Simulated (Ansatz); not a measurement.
## An elastic constant from a strain scan in LiBe

Method: Ansatz 0.2.0, DFT r2SCAN, scalar-relativistic, plane waves, PAW. Settings: plane waves to 500 eV, k-mesh 16×16×16 (Γ-centred), Gaussian smearing 0.15 eV. No spin polarisation. Energies are free energies at this smearing, counted from the undisturbed cell; pressure is positive in compression.

Zero of the scan (as given, not relaxed at this level; it stands at 0.6 GPa, and it needn't be the usual structure):

```
CELL_PARAMETERS angstrom
2.81115 0.00000 0.00000
0.00000 2.81115 0.00000
0.00000 0.00000 2.81115
ATOMIC_POSITIONS crystal
Li 0.00000 0.00000 0.00000
Be 0.50000 0.50000 0.50000
```

The cell is strained by ε times the Voigt pattern (0, 1, 0, 0, 0, 0) (xx, yy, zz, yz, xz, xy; engineering shear) with fractional coordinates fixed. The cell holds 2 atoms in V0 = 22.22 Å³. The stress column is τ = (1/V0) dE/dε, got from the stress tensor σ (compression positive) at each point as −det(1 + εP) σ : P(1 + εP)⁻¹, with P the pattern as a tensor.

| ε | ΔE (meV/atom) | τ (GPa) |
| --- | --- | --- |
| -0.0600 | 14.338 | -6.292 |
| -0.0300 | 4.182 | -3.445 |
| 0.0000 | 0.000 | -0.627 |
| 0.0150 | -0.014 | 0.557 |
| 0.0450 | 2.847 | 2.007 |
| 0.0600 | ? | ? |

Q: Which combination of elastic constants does this scan measure, and how large is it?

A: For small ε, τ = τ0 + Kε with K = pᵀCp, which for this pattern is C11 in the cubic axes. The parabola through τ at ε = -0.0300, 0 and 0.0150 has slope K = 84 GPa at zero. The energies per cell, E = NΔE, of the same two points give K = 2[E(ε₊)/ε₊ − E(ε₋)/ε₋]/[(ε₊ − ε₋)V0] = 89 GPa, in agreement.

Q: Predict the withheld row at ε = 0.0600 from the harmonic law, and compare.

A: ΔE = V0(τ0 ε + Kε²/2)/N = 7.863 meV/atom and τ = 4.41 GPa. The calculation gives 5.161 meV/atom and 2.42 GPa: the energy lies 34 % below the harmonic value, as bonds soften when stretched.

In a metal these slopes depend on the k mesh and the smearing.